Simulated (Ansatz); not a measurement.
An Ansatz (a quantum-chemistry and plane-wave program) run. Input:

Ansatz 0.2 input:
```yaml
crystal:
  lattice:
    - [4.800809627, 0.0, 0.0]
    - [0.0, 4.800809627, 0.0]
    - [0.0, 0.0, 3.1752066049]
  atoms:
    - { symbol: Zn, position: [0.0, 0.0, 0.0] }
    - { symbol: Zn, position: [0.5, 0.5, 0.5] }
    - { symbol: F, position: [0.304369111, 0.304369111, 0.0] }
    - { symbol: F, position: [0.195630889, 0.804369111, 0.5] }
    - { symbol: F, position: [0.695630889, 0.695630889, 0.0] }
    - { symbol: F, position: [0.804369111, 0.195630889, 0.5] }
kpoints:
  mp_grid: { grid: [4, 4, 5] }
hamiltonian:
  xc: hse06
  pseudopotentials: { kind: paw }
scf:
  n_extra_bands: 6
  occupations: { method: fixed }
output:
  eigenvalues: true
  eigenstates:
    e_range: [-9.0, 13.3]
    kpoints:
      - [0.0, 0.5, 0.5]  # VBM
      - [0.0, 0.0, 0.0]  # CBM
      - [0.0, 0.0, 0.0]  # GAMMA
      - [0.0, 0.0, 0.5]  # Z
      - [0.5, 0.5, 0.0]  # M
      - [0.5, 0.5, 0.5]  # A
      - [0.0, 0.5, 0.5]  # R
      - [0.0, 0.5, 0.0]  # X
```

Output (shortened):

```
Pseudopotential: Zn, paw, valence charge 12
Pseudopotential: F, paw, valence charge 7
Functional definition: HSE06
davidson cushion auto → on  (no smearing: the cushion is to keep the highest requested band from converging to the state above it …
Crystal: 6 atoms, lattice volume = 73.181 Å³
Basis set: ecut = 420 eV, 1431 PW (Γ)
Bands: 32, of which v1, the nominal top of the filled ones, is band 26 counted from 1 (25 counted from 0)
Symmetry: 16 space group operations
Space group: P42/mnm (ITA 136), of the structure as read, at distance tolerance 4.2e-5 Å
k-points: 18 of 80
SCF iter   1: F=—  HF=-9874.209067 eV  |F-HF|=—  |Δ(HF+E_count)|=         —  Δρ=1.25e-3  dr2=4.94e-4  ethr=1.77e-3  ⟨swp⟩=2.0  Hψ=4051  notcnv=0
preconditioner: auto → none
SCF iter   2: F=-9874.209306 eV  HF=-9874.209392 eV  |F-HF|=8.56e-5  |Δ(HF+E_count)|=   3.25e-4  Δρ=7.09e-4  dr2=1.65e-4  ethr=9.49e-7  ⟨swp⟩=4.8  Hψ=2283  notcnv=0  defer=2
SCF 1 stopped early in 2 iterations: F = -9874.209306 eV  dr2 = 1.65e-4
Crystal: 6 atoms, lattice volume = 73.181 Å³
Exchange kernel: α = 0.2500, screened, ω = 0.2079 Å⁻¹, Wigner–Seitz truncation, v(0) = 1040.9873 eV·Å³, q-mesh 4×4×5, nearest image of the exchange supercell L …
Frozen-core exchange: fock
SCF iter   1: F=—  HF=-9873.885015 eV  |F-HF|=—  |Δ(HF+E_count)|=         —  Δρ=1.98e-2  dr2=1.68e-1  ethr=3.17e-6  ⟨swp⟩=6.4  Hψ=2885  notcnv=0
preconditioner: auto → none
SCF iter   2: F=—  HF=-9873.830599 eV  |F-HF|=—  |Δ(HF+E_count)|=   5.44e-2  Δρ=5.98e-3  dr2=1.02e-2  ethr=3.17e-6  ⟨swp⟩=4.0  Hψ=2357  notcnv=0
SCF iter   3: F=—  HF=-9873.856114 eV  |F-HF|=—  |Δ(HF+E_count)|=   2.55e-2  Δρ=4.68e-3  dr2=7.68e-3  ethr=3.17e-6  ⟨swp⟩=4.0  Hψ=2164  notcnv=0
SCF iter   4: F=—  HF=-9873.854603 eV  |F-HF|=—  |Δ(HF+E_count)|=   1.51e-3  Δρ=1.55e-3  dr2=7.95e-4  ethr=3.17e-6  ⟨swp⟩=3.0  Hψ=1517  notcnv=0
SCF iter   5: F=—  HF=-9873.855430 eV  |F-HF|=—  |Δ(HF+E_count)|=   8.28e-4  Δρ=6.38e-4  dr2=1.70e-4  ethr=1.34e-6  ⟨swp⟩=3.3  Hψ=1330  notcnv=0  defer=3
iter 6 solved again at ethr=2.61e-8 eV; its pass at ethr=2.95e-7 eV (dr2=1.36e-5 eV) is discarded
SCF iter   6: F=-9873.855358 eV  HF=-9873.855370 eV  |F-HF|=1.20e-5  |Δ(HF+E_count)|=   6.06e-5  Δρ=1.76e-4  dr2=1.42e-5  ethr=2.61e-8  ⟨swp⟩=2.0  Hψ=3102  notcnv=0
SCF 2 stopped early in 6 iterations: F = -9873.855358 eV  dr2 = 1.42e-5
hybrid outer 1: dexx = +3.149e-2 eV, tail = 1.63e-4 eV
Crystal: 6 atoms, lattice volume = 73.181 Å³
Exchange kernel: α = 0.2500, screened, ω = 0.2079 Å⁻¹, Wigner–Seitz truncation, v(0) = 1040.9873 eV·Å³, q-mesh 4×4×5, nearest image of the exchange supercell L …
Frozen-core exchange: fock
SCF iter   1: F=—  HF=-9873.854105 eV  |F-HF|=—  |Δ(HF+E_count)|=         —  Δρ=6.87e-5  dr2=1.99e-6  ethr=1.57e-6  ⟨swp⟩=3.3  Hψ=1333  notcnv=0
preconditioner: auto → none
SCF iter   2: F=—  HF=-9873.854110 eV  |F-HF|=—  |Δ(HF+E_count)|=   5.37e-6  Δρ=4.86e-5  dr2=9.26e-7  ethr=3.24e-9  ⟨swp⟩=4.3  Hψ=2347  notcnv=0  defer=3
iter 3 solved again at ethr=1.18e-10 eV; its pass at ethr=1.67e-9 eV (dr2=6.15e-8 eV) is discarded
SCF iter   3: F=-9873.854110 eV  HF=-9873.854110 eV  |F-HF|=1.64e-11  |Δ(HF+E_count)|=   1.12e-7  Δρ=1.68e-5  dr2=6.65e-8  ethr=1.18e-10  ⟨swp⟩=3.0  Hψ=2762  notcnv=0
SCF 3 converged in 3 iterations: F = -9873.854110 eV  dr2 = 6.65e-8
hybrid outer 2: dexx = +2.526e-6 eV, tail = 2.71e-7 eV, Δε = 4.59e-3 eV (about 2.37e-4 eV left of the loop's levels)
NSCF: frozen V_eff on 8 k-points
hybrid SCF converged: 2 outer / 9 inner (+2 warm-up), last move |dexx| = 2.53e-6 eV, tail = 2.71e-7 eV
Stability not checked (fock_operator)
Free energy (F): -9873.854110 eV
Frozen-core exchange: fock
Harris-Foulkes:  -9873.854110 eV  (|F-HF|=1.64e-11)
Internal energy: -9873.854110 eV  (E = F + TS)
E sigma→0 (E₀):  -9873.854110 eV
Fermi energy:    1.048644 eV
--- Per-component energies (eV) ---
  E_band       = -249.468383
  E_kinetic    = 1091.721048
  E_local      = -5907.281973  (includes V_loc(G=0)·N_el)
  E_nonlocal   = 1545.312386
  E_hartree    = 2381.821688
  E_xc         = -467.974589
  E_vxc        = -401.626189  (∫ρ·V_xc dr)
  E_exx        = -190.623021  (= α·E_x^exact, valence–valence)
  E_paw        = -4413.927448  (= ΣΔE_a)
  E_vpaw       = -960.013052  (= ΣTr[D̂ρ^β])
  E_aug_tail   = 0.007339  (compensation charges beyond the density's cutoff)
  E_ewald      = -3914.070082
  E_core_change = 1.160542  (= ΣΔE_core)
  E_smearing   =  0.000000  (= −TS)
  E_closure    =  0.000000  (closes the sum)
  Σ components = -9873.854110   (vs F -9873.854110, Δ=0.00e0)
  [band-id]    e_kinetic+e_local+e_nonlocal+2·e_hartree+e_vxc+2·e_exx+e_vpaw+e_augmentation_tail = -249.483106   (vs E_band -249.468383, Δ=-1.47e-2)
--- Band table (eV; the first three rows and the last of 18) ---
  k-point 0: bands = ["-21.7008", "-21.0106", "-21.0106", "-20.9836", "-4.6399", "-4.3833", "-3.7720", "-3.7720", "-3.4948", "-2.6546", "-2.5957", "-2.5514", "-2.5514", "-2.4796", "-1.9738", "-1.7124", "-1.7124", "-1.5693", "-0.6755", "-0.4279", "0.0156", …
  k-point 1: bands = ["-21.5867", "-21.0007", "-20.9954", "-20.9954", "-4.3370", "-4.2499", "-3.7264", "-3.7264", "-3.3262", "-2.7953", "-2.7404", "-2.6931", "-2.6931", "-2.5961", "-2.4581", "-1.4346", "-1.4346", "-1.1184", "-1.0593", "-0.6595", "-0.1394", …
  k-point 2: bands = ["-21.3279", "-21.1002", "-20.9707", "-20.9707", "-4.0184", "-3.9060", "-3.4502", "-3.4502", "-3.2104", "-2.9999", "-2.9999", "-2.9893", "-2.9527", "-2.6721", "-2.5063", "-2.0318", "-1.3844", "-1.3844", "-0.6234", "-0.5525", "-0.2792", …
  k-point 17: bands = ["-21.1801", "-21.1801", "-21.0016", "-21.0016", "-3.9306", "-3.9306", "-3.6079", "-3.6079", "-3.3809", "-3.3809", "-3.0914", "-3.0914", "-2.7175", "-2.7175", "-2.3612", "-2.3612", "-1.4823", "-1.4823", "-0.3996", "-0.3996", "-0.1022", …
```

Cost: very roughly 2.8 core-minutes on shared cores.

The points marked VBM and CBM come from a semilocal run.

Space group P4_2/mnm (rutile). The cell was relaxed with PBE under the symmetry of its start.

Potentials: the later of the program's two PAW sets.

Ansatz is a plane-wave DFT program.
